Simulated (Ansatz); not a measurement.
This cell of BAs (zinc blende) is off equilibrium:

```
CELL_PARAMETERS angstrom
      0.00000     2.39195     2.39195
      2.39195     0.00000     2.39195
      2.39195     2.39195     0.00000
ATOMIC_POSITIONS crystal
  As 0.75000 0.75000 0.77424
  B  0.00000 0.00000 0.00000
```

These are r2SCAN (plane waves to 500 eV, PAW, scalar-relativistic; Ansatz, an electronic-structure program) values and carry that method's errors. k mesh 10×10×10 (Γ-centred), Fermi-Dirac smearing 0.05 eV. The energy includes the smearing's −TS. Compression counts positive. As the smearing reaches across the gap at some points, energies and forces of such displacements shift with the k mesh and the smearing. BAs was relaxed with its symmetry unable to fall.

**Question.** Predict the force on every atom, in eV/Å.

**Answer.** 
```tsv
atom	Fx	Fy	Fz
As1	-0.979	-0.979	-0.156
B2	0.979	0.979	0.156
```

**Question.** Give the stress tensor in GPa and the pressure.

**Answer.** 
```
    0.3      0.5      2.2
    0.5      0.3      2.2
    2.2      2.2      0.6
```
The pressure, a third of the trace, is 0.4 GPa.

**Question.** In it atom 1 sits (0.058, 0.058, 0.000) Å away from its relaxed site. What is its energy relative to the relaxed cell?

**Answer.** 57 meV/cell.

(A displaced cell: forces are minus the slopes of the energy, force constants its curvatures, and phonons follow from these.)
